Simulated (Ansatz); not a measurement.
**Computed properties of BaHCl**

BaHCl:
```xyz
6
Lattice="4.4004 0.0000 0.0000 0.0000 4.4004 0.0000 0.0000 0.0000 7.2358" Properties=species:S:1:pos:R:3 pbc="T T T"
Ba     0.0000     2.2002     5.7344
Ba     2.2002     0.0000     1.5014
H      2.2002     2.2002     0.0000
H      0.0000     0.0000     0.0000
Cl     2.2002     0.0000     4.7316
Cl     0.0000     2.2002     2.5042
```

Space group P4/nmm (No. 129); conventional cell a = 4.4004 Å, b = 4.4004 Å, c = 7.2358 Å, α = 90.00°, β = 90.00°, γ = 90.00°.

Method: r²SCAN in the plane-wave PAW code Ansatz. Structure relaxed to zero pressure with the same functional. Other levels are named where they apply.

### Cell and energy

- Volume per atom: 23.35 Å³
- Density: 4.12 g/cm³
- Formation energy from the elements (no fitted shifts): -1.82 eV/atom

### Electronic structure

Band gap: 3.79 eV (direct)
Valence-band maximum: at Z
Conduction-band minimum: at Z
Electron effective mass: 0.47, 0.47, 0.78 mₑ (principal values)
Electron effective mass with spin–orbit coupling: 0.48, 0.48, 0.78 mₑ (principal values)
Hole effective mass: 0.48, 12, 12 mₑ (principal values)
Hole effective mass with spin–orbit coupling: 0.48, 13, 13 mₑ (principal values)
HSE06 gap on the r²SCAN cell: 4.52 eV
Gap with spin–orbit coupling: 3.79 eV

### Mechanics

* **Bulk modulus (Birch–Murnaghan fit)**: 35.5 GPa
* **Pressure derivative B′**: 4.2

### Charges

Bader charges: Ba +1.53, H -0.70, Cl -0.83 e

The first step of the workflow began from a Materials Project structure, measured or hypothetical; the Crystallography Open Database files this formula in space group No. 129, but the cells were not matched. Whether it is the stable phase at ambient conditions was not checked. The cell was relaxed with r²SCAN under the symmetry of its start; its stability against distortions is not shown here. The references are the lowest solids computed at this level, not always the standard phases (solids in place of the gases). Spin–orbit coupling is left out wherever it is not named.

Potentials: the later of the program's two PAW sets.
